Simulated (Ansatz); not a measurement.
MnF2:
```xyz
6
Lattice="3.4320 -3.4320 0.0000 3.4320 3.4320 0.0000 0.0000 0.0000 3.2731" Properties=species:S:1:pos:R:3 pbc="T T T"
Mn     0.0000     0.0000     0.0000
Mn     3.4320     0.0000     1.6365
F      4.7836     0.0000     0.0000
F      3.4320    -2.0804     1.6365
F      2.0804     0.0000     0.0000
F      3.4320     2.0804     1.6365
```
Starting moments (μB, in the order of the atoms Mn Mn F F F F): 4.7 -4.7 0.0 0.0 0.0 0.0.

Relaxed with PBEsol.

Question: Give the optical modes at the zone centre with their infrared activity from DFPT, PBEsol in the plane-wave PAW code Ansatz.

Answer: Transverse frequencies, without the LO–TO term; a row sums one degenerate level.

```tsv
ω (cm⁻¹)	degeneracy	IR ((D/Å)²/amu)	activity
58	1	0.00	IR-inactive
110	1	0.00	IR-inactive
148	1	3.27	IR
148	1	3.28	IR
212	1	0.00	IR-inactive
213	1	0.00	IR-inactive
213	1	0.00	IR-inactive
248	1	0.15	IR
248	1	0.15	IR
256	1	14.59	IR
301	1	0.00	IR-inactive
303	1	0.00	IR-inactive
347	1	9.33	IR
347	1	9.33	IR
452	1	0.00	IR-inactive
```

Question: How high does the top mode go among those that the LO–TO term moves?

Answer: 469 cm⁻¹ for q along x, 469 cm⁻¹ for q along y, 447 cm⁻¹ for q along z.

Space group P4_2/mnm (rutile). Symmetry was held in the PBEsol relaxation, as lowered by the spin order; of distortions, only those at the zone centre were tested. The final state is antiferromagnetic, chosen from 5 collinear starts compared on coarse meshes (ties went to the first, and starts can fall back to one state), not a proven ground state. No Hubbard U is applied.

Potentials: the later of the program's two PAW sets.
